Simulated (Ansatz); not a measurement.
## Relaxation path: bcc W (100), 5 layers

DFT, LDA, PAW with Ansatz's default frozen-core files, scalar-relativistic (Ansatz 0.2.0); a Γ-centred 12×12×1 k mesh, Fermi–Dirac smearing of 0.1 eV, no spin polarisation. The run relaxes the atoms in the fixed cell.

Command: `ansatz run input.yaml --threads 2 --pin off --max-ram 4096MiB --backend cpu --events-out ev --progress --plain --runs-dir out` It took 58 s on 2 threads of Intel(R) Xeon(R) Platinum 8488C (Sapphire Rapids) (shared host), peak memory 0.59 GiB.

```yaml
crystal:
  lattice:
    - [3.1348743764, 0.0, 0.0]
    - [0.0, 3.1348743764, 0.0]
    - [0.0, 0.0, 22.2697]
  atoms:
    - { symbol: W, position: [0.0, 0.0, 0.3592314053] }
    - { symbol: W, position: [0.5, 0.5, 0.4296157024] }
    - { symbol: W, position: [0.0, 0.0, 0.5] }
    - { symbol: W, position: [0.5, 0.5, 0.5703842976] }
    - { symbol: W, position: [0.0, 0.0, 0.6407685947] }
kpoints:
  mp_grid: { grid: [12, 12, 1] }
scf:
  occupations: { method: fermi_dirac, width: 0.1 }
hamiltonian:
  xc: lda
  pseudopotentials: { kind: paw }
output:
  forces: true
  stress: true
  eigenvalues: true
  write_density: true
  write_potential: true
  elf: true
  volumetric_format: npy
relax:
  f_tol: 0.01
  max_steps: 40
efield:
  axis: 3
  amplitude: 0
  dipole_correction: true
```

Each step lists its free energy a cell above the last geometry, and Cartesian positions (Å) with forces (eV/Å).

The first step:

```
step 1  dF = 301.65 meV
  W 0.0000 0.0000 8.0000   0.0000 0.0000 1.7639
  W 1.5674 1.5674 9.5674   0.0000 0.0000 -1.5743
  W 0.0000 0.0000 11.1349   0.0000 0.0000 0.0000
  W 1.5674 1.5674 12.7023   0.0000 0.0000 1.5743
  W 0.0000 0.0000 14.2697   0.0000 0.0000 -1.7639
```

Spin–orbit coupling is left out, which matters for the heavy atoms. The PAW files were made under PBE.

Task: Where does the relaxation end, and by which steps?

Result: After 6 geometries, with a shortest distance of 2.621 Å. The further steps:
```
step 2  dF = 177.13 meV
  W 0.0000 0.0000 8.1946   0.0000 0.0000 -1.2643
  W 1.5674 1.5674 9.4816   0.0000 0.0000 1.8289
  W 0.0000 0.0000 11.1349   0.0000 0.0000 0.0000
  W 1.5674 1.5674 12.7881   0.0000 0.0000 -1.8289
  W 0.0000 0.0000 14.0751   0.0000 0.0000 1.2644
step 3  dF = 23.59 meV
  W 0.0000 0.0000 8.1895   0.0000 0.0000 -0.2601
  W 1.5674 1.5674 9.5768   0.0000 0.0000 -0.3881
  W 0.0000 0.0000 11.1348   0.0000 0.0000 0.0000
  W 1.5674 1.5674 12.6929   0.0000 0.0000 0.3881
  W 0.0000 0.0000 14.0802   0.0000 0.0000 0.2601
step 4  dF = 2.19 meV
  W 0.0000 0.0000 8.1297   0.0000 0.0000 0.1193
  W 1.5674 1.5674 9.5366   0.0000 0.0000 0.0421
  W 0.0000 0.0000 11.1349   0.0000 0.0000 0.0000
  W 1.5674 1.5674 12.7331   0.0000 0.0000 -0.0421
  W 0.0000 0.0000 14.1400   0.0000 0.0000 -0.1193
step 5  dF = 0.01 meV
  W 0.0000 0.0000 8.1441   0.0000 0.0000 0.0113
  W 1.5674 1.5674 9.5441   0.0000 0.0000 -0.0022
  W 0.0000 0.0000 11.1349   0.0000 0.0000 0.0000
  W 1.5674 1.5674 12.7256   0.0000 0.0000 0.0022
  W 0.0000 0.0000 14.1256   0.0000 0.0000 -0.0113
step 6  dF = 0.00 meV
  W 0.0000 0.0000 8.1453   0.0000 0.0000 -0.0005
  W 1.5674 1.5674 9.5445   0.0000 0.0000 -0.0006
  W 0.0000 0.0000 11.1349   0.0000 0.0000 0.0000
  W 1.5674 1.5674 12.7252   0.0000 0.0000 0.0006
  W 0.0000 0.0000 14.1244   0.0000 0.0000 0.0005
```
